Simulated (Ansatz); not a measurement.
TaTlP$_{2}$O$_{8}$:
```
TaTlP2O8
1.0
    5.19889     0.00000     0.00000
   -2.59944     4.50237     0.00000
    0.00000     0.00000     8.04552
Ta Tl P O
1 1 2 8
Direct
  0.00000   0.00000   0.00000
  0.00000   0.00000   0.50000
  0.33333   0.66667   0.21923
  0.66667   0.33333   0.78077
  0.82501   0.65002   0.85701
  0.34998   0.17499   0.85701
  0.82501   0.17499   0.85701
  0.65002   0.82501   0.14299
  0.17499   0.34998   0.14299
  0.17499   0.82501   0.14299
  0.33333   0.66667   0.40271
  0.66667   0.33333   0.59729
```

Relaxed with r²SCAN+D4.

Task: Map the electron localisation function on the plane through (0.000, 0.000, 0.000) spanned by u = [0, 0, 1] and v = [1, -1, 0] in lattice vectors, from r²SCAN+D4 (plane waves, PAW; program Ansatz).

Result: x is the fraction of u, y of v (the angle between them is 90°; rows are the nearest grid lines); atoms in the plane: Ta at (0.00, 0.00), Tl at (0.50, 0.00), P at (0.22, 0.33), P at (0.78, 0.67), O at (0.86, 0.82), O at (0.14, 0.17), O at (0.40, 0.33), O at (0.60, 0.67).
```
|1279731111112345531001355432111111379721|
|8887411111111345553223555421112332237888|
|8874211111111244555445554321135777433688|
|2111111111111124445544432111479999998532|
|4211111111111111222111111112479963489984|
|4211111111111111111156776532368998899874|
|3111111111111111112489998865458999988753|
|1111111111111111135899877899511135543211|
|1111111111111111136899745899511112332111|
|1111111111111111114699999988632234322111|
|1111111111111111112489998876533333221111|
|1111111111111111111123455432222221111111|
|1111111222222345543211111111111111111111|
|1111223333356788999842111111111111111111|
|1112234322368899999964111111111111111111|
|1112332111159985479986311111111111111111|
|1123455311159987789985311111111111111111|
|3578899998545688999842111111111111111113|
|4789988998632356776511111111111111111124|
|4899843699742111111112221111111111111124|
|2358999999741112344455444211111111111112|
|8863347775311234555445554421111111124788|
|8887322332111245553223555431111111147888|
|1279731111112345531001355432111111379721|
```
Scale: ten equal steps from -0.110 (start of '0') to 0.862 (end of '9'), in the order '0123456789'; x runs from 0.000 to 1.00, y from 0.000 (bottom) to 1.00 (top).

The density is the valence pseudo-density with augmentation charge, so density and ELF within about 1 Å of a nucleus are not all-electron values.

Space group P-3m1. The first step of the workflow began from a Materials Project structure, measured or hypothetical; the Crystallography Open Database copy checked does not list it. Its standing as an ambient phase is unchecked. Symmetry was held in the r²SCAN+D4 relaxation; whether a distortion lowers the energy is not shown. The run is not spin-polarised. Scalar-relativistic: spin–orbit coupling is off unless named, which matters more the heavier the elements.

Potentials: the later of the program's two PAW sets.
